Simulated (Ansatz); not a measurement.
Sb2Se3:
Space group Pnma (No. 62); a = 11.667 Å, b = 3.989 Å, c = 11.356 Å, α = 90.00°, β = 90.00°, γ = 90.00°

```csv
atom,site,symmetry,x,y,z
Sb,4c,.m.,0.0197,0.2500,0.3292
Sb,4c,.m.,0.1514,0.7500,0.0398
Se,4c,.m.,0.0558,0.2500,0.8674
Se,4c,.m.,0.1287,0.7500,0.4468
Se,4c,.m.,0.2161,0.2500,0.1985
```

Relaxed at zero pressure with PBE+D3(BJ) in the plane-wave PAW code Ansatz.

Task: The volume is lowered by 3 % and shape and atoms relax at that volume. What pressure results, and how do the axes share the change?

Result: 1.0 GPa; a -1.7 %, b -0.5 %, c -0.8 %; the energy rises by 2 meV/atom.

Task: Give the new structure.

Result: 
Space group Pnma (No. 62); a = 11.4691 Å, b = 3.9691 Å, c = 11.2634 Å, α = β = γ = 90.00°

| atom | site | symmetry | x | y | z |
|---|---|---|---|---|---|
| Sb | 4c | .m. | 0.0150 | 0.2500 | 0.3291 |
| Sb | 4c | .m. | 0.1544 | 0.7500 | 0.0404 |
| Se | 4c | .m. | 0.0572 | 0.2500 | 0.8671 |
| Se | 4c | .m. | 0.1290 | 0.7500 | 0.4459 |
| Se | 4c | .m. | 0.2181 | 0.2500 | 0.2008 |

The phase is kept; no other phase was compared at this pressure.

The cell was relaxed with PBE+D3(BJ) under the symmetry of its start. Scalar-relativistic: spin–orbit coupling is off unless named, which matters more the heavier the elements.

Potentials: the later of the program's two PAW sets.
